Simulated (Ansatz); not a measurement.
Zr3HRh in space group Pm-3m (No. 221; Rh on 1a, Zr on 3c, H on 1b), PBE in the plane-wave PAW code Ansatz, all energies at zero smearing, with the estimated change up to a 700 eV cutoff added, with one set of potentials and settings (totals compare only within such a set). Cell of 5 atoms (1 Rh, 3 Zr, 1 H): -18971.814 eV.

```csv
element,reference phase,E (eV/atom)
Rh,"Fm-3m, 1 atoms in the cell",-6402.9383
Zr,"P6_3/mmc, 2 atoms in the cell",-4183.8611
H,"Cmce, 4 atoms in the cell",-15.8829
```

Formation energy per atom, worked out: (-18971.814 − 1×(-6402.9383) − 3×(-4183.8611) − 1×(-15.8829))/5 = -0.282 eV/atom (-27 kJ per mol of atoms), at 0 K, without zero-point energy or fitted corrections.

The start of the workflow was typed in or built on a structure type; neither database checked (COD, Materials Project) lists it. Its standing as an ambient phase is unchecked. The PBE relaxation kept the symmetry of its start; its stability against distortions is not shown here. The run is not spin-polarised. The references are the lowest solids computed at this level, not always the standard phases (solids in place of the gases).

Potentials: the earlier of the program's two PAW sets.
